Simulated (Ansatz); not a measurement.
ZrHg3 (Cu3Au type, Pm-3m) at seven volumes, r²SCAN (plane waves, PAW; program Ansatz), scaled uniformly. One row is withheld.

| V (Å³/atom) | P (GPa) |
|---|---|
| 19.505 | 11.43 |
| 20.148 | ? |
| 20.791 | 3.11 |
| 21.434 | 0.00 |
| 22.077 | -2.57 |
| 22.720 | -4.68 |
| 23.363 | -6.41 |

**Question.** Fit the shown pressures and predict the withheld one.

**Answer.** Third-order Birch–Murnaghan: P = (3/2)B₀(x^(7/2) − x^(5/2))[1 + (3/4)(B′ − 4)(x − 1)] with x = (V₀/V)^(2/3). Least squares on the six rows gives V₀ = 21.434 Å³/atom, B₀ = 93.94 GPa, B′ = 5.41. At V = 20.148, x = 1.0421 and P = 6.87 GPa. The run itself gave 6.88 GPa.

The workflow started from an entry of the Crystallography Open Database (COD). Whether it is the stable phase at ambient conditions was not checked. The cell was relaxed with r²SCAN under the symmetry of its start; whether a distortion lowers the energy is not shown. No spin polarisation was allowed. Spin–orbit coupling is left out wherever it is not named.

Potentials: the later of the program's two PAW sets.
